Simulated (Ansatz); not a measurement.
Ti$_{5}$Si:
```
CELL_PARAMETERS angstrom
      2.52398     1.45722     4.43839
     -2.52398     1.45722     4.43839
      0.00000    -2.91444     4.43839
ATOMIC_POSITIONS crystal
  Ti 0.15142 0.15142 0.15142
  Ti 0.84858 0.84858 0.84858
  Ti 0.60457 0.39543 0.00000
  Ti 0.00000 0.60457 0.39543
  Ti 0.39543 0.00000 0.60457
  Si 0.50000 0.50000 0.50000
```

Relaxed with PBE.

Task: Give the Bader charges and basin volumes of the independent atoms, the program Ansatz at the PBE level (PAW).

Result: 

```json
[
 {"atom": "Ti1", "Bader charge (e)": "+0.53", "Bader volume (Å³)": "14.7"},
 {"atom": "Ti3", "Bader charge (e)": "+0.24", "Bader volume (Å³)": "15.2"},
 {"atom": "Si6", "Bader charge (e)": "-1.77", "Bader volume (Å³)": "22.8"}
]
```

Space group R32. The workflow started from a Materials Project entry (that database holds measured and hypothetical structures alike); the Crystallography Open Database copy checked does not list it. Whether it is the stable phase at ambient conditions was not checked. The PBE relaxation kept the symmetry of its start; whether a distortion lowers the energy is not shown. The run is not spin-polarised.

Potentials: the later of the program's two PAW sets.
